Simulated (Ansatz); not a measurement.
Consider the following.

Relaxed BN (zinc blende):

```yaml
crystal:
  lattice:
    - [0.00000, 1.81205, 1.81205]
    - [1.81205, 0.00000, 1.81205]
    - [1.81205, 1.81205, 0.00000]
  atoms:
    - { symbol: N, position: [0.75000, 0.75000, 0.75000] }
    - { symbol: B, position: [0.00000, 0.00000, 0.00000] }
```

A phonon eigenvector at Γ is frozen into this cell: atom i moves by Q times the vector below, so Q is the largest atomic displacement, in Å. The cell is held. It is one choice among 3 degenerate patterns.

| atom | x | y | z |
|---|---|---|---|
| N1 | 0.000 | 0.000 | -0.772 |
| B2 | 0.000 | 0.000 | 1.000 |

Calculation: PBE (plane waves to 420 eV, PAW, scalar-relativistic; Ansatz, a program for electronic structure). k mesh 16×16×16 (Γ-centred), Fermi-Dirac smearing 0.05 eV. E stands for the smeared free energy. BN was relaxed with its symmetry unable to fall. The PAW data are Ansatz's earlier set. ΔE is measured from the undisplaced structure.

The scan covers Q from -0.180 to 0.180 Å in 13 points.

Which space group does the distorted structure have?

Imm2 (No. 44), lowered from F-43m.

Is the energy the same for equal positive and negative displacements?

Even: the same for both signs.

What is the energy change at Q = 0.180 Å?

1072 meV/cell.

What harmonic wavenumber does the curvature at Q = 0 give?

1025 cm⁻¹.

(A displaced cell: forces are minus the slopes of the energy, force constants its curvatures, and phonons follow from these.)
